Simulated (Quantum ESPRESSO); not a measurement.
## ZnCa2MgO4 (one run as intended and one with a planted mistake)

Computed values, not a measurement. The program is pw.x of Quantum ESPRESSO 7.5 (plane-wave density functional theory). The cell is made up: 8 atoms on a rocksalt lattice, with randomly drawn elements, strain and displacements, not relaxed. PseudoDojo standard norm-conserving files (v0.5 for PBE, v0.4.1 for LDA and PBEsol) set the functional; there is no spin polarisation, spin-orbit coupling or dispersion term, and the masses in the input are unused placeholders.

Intended input:

```
&control calculation='scf', pseudo_dir='./dojo.nc.sr.pbe.v0_5.standard.upf', outdir='./o', disk_io='medium', tprnfor=.true., tstress=.true. /
&system ibrav=0, nat=8, ntyp=4, nbnd=43, ecutwfc=84.00895049, nosym=.true., tot_charge=0,
 occupations='smearing', smearing='fd', degauss=0.0018374661
/
&electrons conv_thr=7.350e-09, electron_maxstep=60, /
ATOMIC_SPECIES
Ca 1.0 Ca.upf
Mg 1.0 Mg.upf
O 1.0 O.upf
Zn 1.0 Zn.upf
CELL_PARAMETERS angstrom
4.7838 0.0014 0.0191
0.0014 4.6461 0.03
0.0191 0.03 4.7434
ATOMIC_POSITIONS angstrom
Zn -0.0982 -0.0667 -0.0772
Ca 0.0072 2.3464 2.4291
Mg 2.3523 -0.0216 2.3243
Ca 2.5048 2.3856 0.0615
O 2.311 -0.0291 0.0466
O 2.3673 2.3049 2.5028
O 4.7462 0.0197 2.3755
O 4.9172 2.284 -0.0244
K_POINTS automatic
4 4 4 1 1 1
```

The log is shortened where brackets say so; the opening notice, blank lines, dates and the lines on written files are dropped, and the path of the files is cut. It prints rydbergs, bohrs and kilobars, and counts compression as positive stress.

Log of the intended run:

```
     Program PWSCF v.7.5
     Parallel version (MPI & OpenMP), running on       1 processor cores
     Number of MPI processes:                 1
     Threads/MPI process:                     1
     [start-up lines left out]
     bravais-lattice index     =            0
     lattice parameter (alat)  =       9.0401  a.u.
     unit-cell volume          =     711.4152 (a.u.)^3
     number of atoms/cell      =            8
     number of atomic types    =            4
     number of electrons       =        74.00
     number of Kohn-Sham states=           43
     kinetic-energy cutoff     =      84.0090  Ry
     charge density cutoff     =     336.0358  Ry
     scf convergence threshold =      7.3E-09
     mixing beta               =       0.7000
     number of iterations used =            8  plain     mixing
     Exchange-correlation= PBE
                           (   1   4   3   4   0   0   0)
     [axes and pseudopotential details left out]
   Cartesian axes
     site n.     atom                  positions (alat units)
         1        Zn     tau(   1) = (  -0.0205274  -0.0139428  -0.0161377  )
         2        Ca     tau(   2) = (   0.0015051   0.4904848   0.5077722  )
         3        Mg     tau(   3) = (   0.4917181  -0.0045152   0.4858651  )
         4        Ca     tau(   4) = (   0.5235963   0.4986791   0.0128558  )
         5        O      tau(   5) = (   0.4830849  -0.0060830   0.0097411  )
         6        O      tau(   6) = (   0.4948537   0.4818098   0.5231782  )
         7        O      tau(   7) = (   0.9921322   0.0041180   0.4965678  )
         8        O      tau(   8) = (   1.0278775   0.4774409  -0.0051005  )
     number of k points=    32  Fermi-Dirac smearing, width (Ry)=  0.0018
                       cart. coord. in units 2pi/alat
        k(    1) = (   0.1244655   0.1278627   0.1247558), wk =   0.0625000
        k(    2) = (   0.1234592   0.1262349   0.3769014), wk =   0.0625000
     [further k points left out]
     Dense  grid:    74015 G-vectors     FFT dimensions: (  54,  54,  54)
     Estimated max dynamical RAM per process >     101.10 MB
     Initial potential from superposition of free atoms
     starting charge      73.9892, renormalised to      74.0000
     Starting wfcs are   41 randomized atomic wfcs +    2 random wfcs
     total cpu time spent up to now is        7.2 secs
     per-process dynamical memory:    62.9 Mb
     Self-consistent Calculation
     iteration #  1     ecut=    84.01 Ry     beta= 0.70
     Davidson diagonalization with overlap
     ethr =  1.00E-02,  avg # of iterations =  6.6
     total cpu time spent up to now is       27.0 secs
     total energy              =    -823.58408374 Ry
     estimated scf accuracy    <       2.23260444 Ry
     iteration #  2     ecut=    84.01 Ry     beta= 0.70
     Davidson diagonalization with overlap
     ethr =  3.02E-03,  avg # of iterations =  4.2
     total cpu time spent up to now is       46.9 secs
     total energy              =    -823.75330119 Ry
     estimated scf accuracy    <       5.09712201 Ry
     [iterations 3 to 10 left out]
     iteration # 11     ecut=    84.01 Ry     beta= 0.70
     Davidson diagonalization with overlap
     ethr =  9.06E-10,  avg # of iterations =  2.1
     total cpu time spent up to now is      213.0 secs
     total energy              =    -824.73351468 Ry
     estimated scf accuracy    <       0.00000005 Ry
     iteration # 12     ecut=    84.01 Ry     beta= 0.70
     Davidson diagonalization with overlap
     ethr =  7.26E-11,  avg # of iterations =  3.3
     total cpu time spent up to now is      230.5 secs
     End of self-consistent calculation
     [lines on levels left out]
!    total energy              =    -824.73351469 Ry
     estimated scf accuracy    <          1.6E-09 Ry
     smearing contrib. (-TS)   =      -0.00000000 Ry
     internal energy E=F+TS    =    -824.73351469 Ry
     The total energy is F=E-TS. E is the sum of the following terms:
     one-electron contribution =    -481.22662285 Ry
     hartree contribution      =     267.00986232 Ry
     xc contribution           =    -123.91334896 Ry
     ewald contribution        =    -486.60340520 Ry
     convergence has been achieved in  12 iterations
     Forces acting on atoms (cartesian axes, Ry/au):
     atom    1 type  4   force =     0.01877215    0.01013269    0.00026315
     atom    2 type  1   force =     0.01149912   -0.01252289   -0.01536253
     atom    3 type  2   force =    -0.00373739    0.01213750    0.00580281
     atom    4 type  1   force =    -0.02706128   -0.03611978   -0.00159760
     atom    5 type  3   force =     0.02159246    0.01308315    0.00889486
     atom    6 type  3   force =     0.01500606    0.00964643   -0.02750384
     atom    7 type  3   force =    -0.00502963   -0.00759190    0.00667226
     atom    8 type  3   force =    -0.03104150    0.01123480    0.02283089
     Total force =     0.082124     Total SCF correction =     0.000150
     Computing stress (Cartesian axis) and pressure
          total   stress  (Ry/bohr**3)                   (kbar)     P=      -78.85
  -0.00062924   0.00000617  -0.00005659          -92.56        0.91       -8.33
   0.00000617  -0.00044797  -0.00005770            0.91      -65.90       -8.49
  -0.00005659  -0.00005770  -0.00053072           -8.33       -8.49      -78.07
     init_run     :      5.88s CPU      7.07s WALL (       1 calls)
     electrons    :    210.89s CPU    223.31s WALL (       1 calls)
     forces       :      2.26s CPU      2.28s WALL (       1 calls)
     stress       :      8.51s CPU      8.59s WALL (       1 calls)
     [timing details left out]
     PWSCF        :   3m47.78s CPU   4m 1.92s WALL
     JOB DONE.
```

A second run has one planted mistake: the files are those of another functional. The input lines that differ, file-writing options aside:

```
- &control calculation='scf', pseudo_dir='./dojo.nc.sr.pbe.v0_5.standard.upf', outdir='./o', disk_io='medium', tprnfor=.true., tstress=.true. /
+ &control calculation='scf', pseudo_dir='./dojo.nc.sr.pbesol.v0_4_1.standard.upf', outdir='./o', disk_io='medium', tprnfor=.true., tstress=.true. /
```

Its log:

```
     Program PWSCF v.7.5
     Parallel version (MPI & OpenMP), running on       1 processor cores
     Number of MPI processes:                 1
     Threads/MPI process:                     1
     [start-up lines left out]
     bravais-lattice index     =            0
     lattice parameter (alat)  =       9.0401  a.u.
     unit-cell volume          =     711.4152 (a.u.)^3
     number of atoms/cell      =            8
     number of atomic types    =            4
     number of electrons       =        74.00
     number of Kohn-Sham states=           43
     kinetic-energy cutoff     =      84.0090  Ry
     charge density cutoff     =     336.0358  Ry
     scf convergence threshold =      7.3E-09
     mixing beta               =       0.7000
     number of iterations used =            8  plain     mixing
     Exchange-correlation= PBESOL
                           (   1   4  10   8   0   0   0)
     [axes and pseudopotential details left out]
   Cartesian axes
     site n.     atom                  positions (alat units)
         1        Zn     tau(   1) = (  -0.0205274  -0.0139428  -0.0161377  )
         2        Ca     tau(   2) = (   0.0015051   0.4904848   0.5077722  )
         3        Mg     tau(   3) = (   0.4917181  -0.0045152   0.4858651  )
         4        Ca     tau(   4) = (   0.5235963   0.4986791   0.0128558  )
         5        O      tau(   5) = (   0.4830849  -0.0060830   0.0097411  )
         6        O      tau(   6) = (   0.4948537   0.4818098   0.5231782  )
         7        O      tau(   7) = (   0.9921322   0.0041180   0.4965678  )
         8        O      tau(   8) = (   1.0278775   0.4774409  -0.0051005  )
     number of k points=    32  Fermi-Dirac smearing, width (Ry)=  0.0018
                       cart. coord. in units 2pi/alat
        k(    1) = (   0.1244655   0.1278627   0.1247558), wk =   0.0625000
        k(    2) = (   0.1234592   0.1262349   0.3769014), wk =   0.0625000
     [further k points left out]
     Dense  grid:    74015 G-vectors     FFT dimensions: (  54,  54,  54)
     Estimated max dynamical RAM per process >     101.10 MB
     Initial potential from superposition of free atoms
     starting charge      73.9897, renormalised to      74.0000
     Starting wfcs are   41 randomized atomic wfcs +    2 random wfcs
     total cpu time spent up to now is        8.9 secs
     per-process dynamical memory:    57.7 Mb
     Self-consistent Calculation
     iteration #  1     ecut=    84.01 Ry     beta= 0.70
     Davidson diagonalization with overlap
     ethr =  1.00E-02,  avg # of iterations =  6.5
     total cpu time spent up to now is       34.9 secs
     total energy              =    -822.54235918 Ry
     estimated scf accuracy    <       2.06558549 Ry
     iteration #  2     ecut=    84.01 Ry     beta= 0.70
     Davidson diagonalization with overlap
     ethr =  2.79E-03,  avg # of iterations =  4.2
     total cpu time spent up to now is       63.4 secs
     total energy              =    -822.71396831 Ry
     estimated scf accuracy    <       4.75783582 Ry
     [iterations 3 to 10 left out]
     iteration # 11     ecut=    84.01 Ry     beta= 0.70
     Davidson diagonalization with overlap
     ethr =  7.36E-10,  avg # of iterations =  2.0
     total cpu time spent up to now is      279.7 secs
     total energy              =    -823.61511567 Ry
     estimated scf accuracy    <       0.00000008 Ry
     iteration # 12     ecut=    84.01 Ry     beta= 0.70
     Davidson diagonalization with overlap
     ethr =  1.09E-10,  avg # of iterations =  2.5
     total cpu time spent up to now is      300.8 secs
     End of self-consistent calculation
     [lines on levels left out]
!    total energy              =    -823.61511568 Ry
     estimated scf accuracy    <          2.4E-09 Ry
     smearing contrib. (-TS)   =      -0.00000000 Ry
     internal energy E=F+TS    =    -823.61511568 Ry
     The total energy is F=E-TS. E is the sum of the following terms:
     one-electron contribution =    -480.94341028 Ry
     hartree contribution      =     266.24036175 Ry
     xc contribution           =    -122.30866196 Ry
     ewald contribution        =    -486.60340520 Ry
     convergence has been achieved in  12 iterations
     Forces acting on atoms (cartesian axes, Ry/au):
     atom    1 type  4   force =     0.01869191    0.00948583   -0.00058731
     atom    2 type  1   force =     0.01193537   -0.01233101   -0.01365172
     atom    3 type  2   force =    -0.00369461    0.01190458    0.00561962
     atom    4 type  1   force =    -0.02753429   -0.03473503   -0.00280263
     atom    5 type  3   force =     0.02194107    0.01160643    0.00873363
     atom    6 type  3   force =     0.01459281    0.00993339   -0.02618263
     atom    7 type  3   force =    -0.00496810   -0.00771811    0.00765584
     atom    8 type  3   force =    -0.03096415    0.01185393    0.02121520
     Total force =     0.080386     Total SCF correction =     0.000196
     Computing stress (Cartesian axis) and pressure
          total   stress  (Ry/bohr**3)                   (kbar)     P=     -119.82
  -0.00090115   0.00000681  -0.00005688         -132.56        1.00       -8.37
   0.00000681  -0.00073506  -0.00005802            1.00     -108.13       -8.53
  -0.00005688  -0.00005802  -0.00080736           -8.37       -8.53     -118.77
     init_run     :      8.09s CPU      8.73s WALL (       1 calls)
     electrons    :    265.43s CPU    291.95s WALL (       1 calls)
     forces       :      3.33s CPU      3.36s WALL (       1 calls)
     stress       :     12.28s CPU     12.39s WALL (       1 calls)
     [timing details left out]
     PWSCF        :   4m49.36s CPU   5m16.83s WALL
     JOB DONE.
```

```
                                            intended run  run with the mistake
                          free energy (eV)    -11221.071            -11205.855
                    smearing term -TS (eV)        0.0000                0.0000
                            pressure (GPa)         -7.88                -11.98
            largest force component (eV/Å)         0.929                 0.893
largest change of a force component (eV/Å)                               0.044
                                iterations            12                    12
```

For scale, a rerun of the intended cell at 1437 eV and a 6 x 6 x 6 mesh moved values by no more than 0.002 eV in energy, 0.04 GPa in stress and 0.002 eV/Å in force. Files of another functional have another zero of energy, so the energy change says nothing on stability.